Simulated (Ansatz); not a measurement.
A 12-atom cell of ZrSi3O8 built on tetragonal HfO2 (relaxed group Pmm2) (it has left that coordination): a single-point calculation in Ansatz (PBE+SOC). Cell and atoms come from a relaxation with r2SCAN.

Input (YAML):
```yaml
crystal:
  lattice:
    - [3.4697024656, 0.0, 0.0]
    - [0.0, 5.813642782, 0.0]
    - [0.0, 0.0, 5.7462848018]
  atoms:
    - { symbol: Si, position: [0.0, 0.0, 0.0788971749] }
    - { symbol: Si, position: [0.5, 0.2474282254, 0.4418811448] }
    - { symbol: O, position: [0.5, 0.0, 0.5856404572] }
    - { symbol: O, position: [0.5, 0.0, 0.1629772796] }
    - { symbol: O, position: [0.0, 0.234339678, 0.3430558725] }
    - { symbol: O, position: [0.0, 0.2054119249, 0.8838223534] }
    - { symbol: Zr, position: [0.0, 0.5, 0.0220011094] }
    - { symbol: Si, position: [0.5, 0.7525717746, 0.4418811448] }
    - { symbol: O, position: [0.5, 0.5, 0.6093523415] }
    - { symbol: O, position: [0.5, 0.5, 0.2036128958] }
    - { symbol: O, position: [0.0, 0.765660322, 0.3430558725] }
    - { symbol: O, position: [0.0, 0.7945880751, 0.8838223534] }
kpoints:
  mp_grid: { grid: [8, 4, 4] }
  band_path:
    path:
      - [0.0, 0.0, 0.0]
      - [0.5, 0.0, 0.0]
      - [0.5, 0.5, 0.0]
      - [0.0, 0.5, 0.0]
      - [0.0, 0.0, 0.5]
      - [0.5, 0.0, 0.5]
      - [0.5, 0.5, 0.5]
      - [0.0, 0.5, 0.5]
    npoints: 1
hamiltonian:
  xc: pbe
scf:
  occupations: { method: fixed }
  n_extra_bands: 14
magnetization:
  noncollinear: true
  spin_orbit: true
output:
  forces: true
  stress: true
  eigenvalues: true
```

It took 16 s on 1 × NVIDIA H100 80GB HBM3 with 2 threads of AMD EPYC 7R13 Processor (Zen 3), with other jobs on the host; peak host memory 1.2 GiB.

Abridged output:
```
Functional definition: PBE
  parameter kappa = 0.804
  parameter beta = 0.06672455060314922
  exchange = pbe_x(kappa = kappa, mu = beta*pi^2/3)
  correlation = pbe_c(beta = beta)
Crystal: 12 atoms, lattice volume = 115.912 Å³
Basis set: ecut = 420 eV, 2251 PW (Γ)
Bands: 86, of which v1, the nominal top of the filled ones, is band 72 counted from 1 (71 counted from 0)
Symmetry: 4 space group operations + 4 with time reversal
Magnetic group: BNS 25.58 (UNI 156)
k-points: 45 of 128 (time reversal used)
preconditioner: auto → Resta (q_TF=auto, 2.520 Å⁻¹)  ε∞=5.8  [insulator: Δε(μ)=2.462 eV  ℏωp=27.6 eV]
SCF converged after 12 iterations
Free energy (F): -10641.521192 eV
Fermi energy:    8.641121 eV
--- Forces (eV/Å), atoms counted from 1 ---
  atom   1  Si      0.00000      0.00000      0.30380
  atom   2  Si      0.00000      0.04845    -0.13535
  atom   3  O       0.00000      0.00000      0.44733
  atom   4  O       0.00000      0.00000    -0.00132
  atom   5  O       0.00000      0.03633    -0.01779
  atom   6  O       0.00000      0.13573    -0.37813
  atom   7  Zr      0.00000      0.00000      0.07920
  atom   8  Si      0.00000    -0.04845    -0.13535
  atom   9  O       0.00000      0.00000      0.32304
  atom  10  O       0.00000      0.00000    -0.08948
  atom  11  O       0.00000    -0.03633    -0.01779
  atom  12  O       0.00000    -0.13573    -0.37813
--- Stress (GPa, compression-positive) ---
        6.881887       0.000000       0.000000
        0.000000       7.087037       0.000000
        0.000000       0.000000       6.609261
  P = ⅓ Tr σ = 6.8594 GPa (68.594 kbar)
```

Levels at the listed points, from bands.tsv (eV from the Fermi energy, bands near the gap, counted from 0):
```tsv
# k_distance	band_62	band_63	band_64	band_65	band_66	band_67	band_68	band_69	band_70	band_71	band_72	band_73	band_74	band_75	band_76	band_77	band_78	band_79
# fermi_ev = 8.641121
# [0, 0, 0] at k_distance = 0.000000
# [0.5, 0, 0] at k_distance = 0.905436
# [0.5, 0.5, 0] at k_distance = 1.445819
# [0, 0.5, 0] at k_distance = 2.351254
# [0, 0, 0.5] at k_distance = 3.119963
# [0.5, 0, 0.5] at k_distance = 4.025399
# [0.5, 0.5, 0.5] at k_distance = 4.565782
# [0, 0.5, 0.5] at k_distance = 5.471217
# levels_relative_to = fermi_ev
0.000	-1.192	-1.192	-0.728	-0.728	-0.529	-0.529	-0.296	-0.296	-0.100	-0.100	3.731	3.731	4.637	4.637	5.656	5.656	5.746	5.746
0.905	-1.063	-1.063	-1.057	-1.057	-0.797	-0.797	-0.474	-0.474	-0.151	-0.151	4.647	4.647	5.221	5.221	5.634	5.634	6.396	6.396
1.446	-1.435	-1.435	-0.904	-0.904	-0.902	-0.902	-0.765	-0.765	-0.241	-0.241	4.814	4.814	5.233	5.233	5.432	5.432	7.033	7.033
2.351	-1.509	-1.509	-1.093	-1.093	-0.801	-0.801	-0.714	-0.714	-0.081	-0.081	4.842	4.842	5.473	5.473	6.066	6.066	6.090	6.090
3.120	-1.389	-1.389	-1.019	-1.019	-0.725	-0.725	-0.424	-0.424	-0.163	-0.163	4.228	4.228	5.349	5.349	5.736	5.736	6.106	6.106
4.025	-1.397	-1.397	-1.207	-1.207	-0.155	-0.155	-0.144	-0.144	0.000	0.000	4.956	4.956	5.164	5.164	5.610	5.610	6.372	6.372
4.566	-1.153	-1.153	-0.996	-0.996	-0.617	-0.617	-0.292	-0.292	-0.100	-0.100	5.035	5.035	5.313	5.313	5.380	5.380	7.214	7.214
5.471	-1.417	-1.417	-1.298	-1.298	-0.692	-0.692	-0.662	-0.662	-0.639	-0.639	4.868	4.868	5.443	5.443	6.121	6.121	6.367	6.367
```
In order the rows are Γ, X, S, Y, Z, U, R, T.

With PBE+SOC the valence top lies at U and the conduction bottom at Γ, 3.73 eV higher; the smallest vertical gap, at Γ, is 3.83 eV. Edges are sought over the mesh and the listed points. The mean pressure at these positions is +6.86 GPa, compression counted positive. The largest force is 0.45 eV/Å.

Note: simulated data, non-magnetic, for a generated structure that need not be the stable one.
